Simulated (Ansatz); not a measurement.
# How settings move the results for La

```xyz
2
Lattice="3.7831 0.0000 0.0000 -1.8915 3.2762 0.0000 0.0000 0.0000 6.0761" Properties=species:S:1:pos:R:3 pbc="T T T"
La    0.0000    2.1842    1.5190
La    1.8915    1.0921    4.5571
```

Atoms are numbered in the order listed.

The cell was built from the hcp type and relaxed in the same program, and has space group P6_3/mmc; it needn't be a known or the stable phase.

Spin–orbit coupling is left out, though it moves levels of the heavy atoms by tenths of an eV or more.

Level of theory: DFT, PBE, all-electron LAPW, scalar-relativistic in Ansatz 0.2.0.

Settings: a Γ-centred 12×12×7 k mesh, Fermi–Dirac smearing of 0.05 eV, basis error target 1 meV/atom, no spin polarisation. One setting is then changed at a time.

| sphere radius (Å) | free energy less the base's (meV/atom) | P (GPa) | cutoff chosen (eV) |
| --- | --- | --- | --- |
| automatic, 1.871 (base) | 0.0 | 0.04 | 120 |
| 1.030 | 0.4 | 0.05 | 515 |
| 1.236 | 0.4 | 0.05 | 310 |
| 1.442 | 0.4 | 0.05 | 200 |
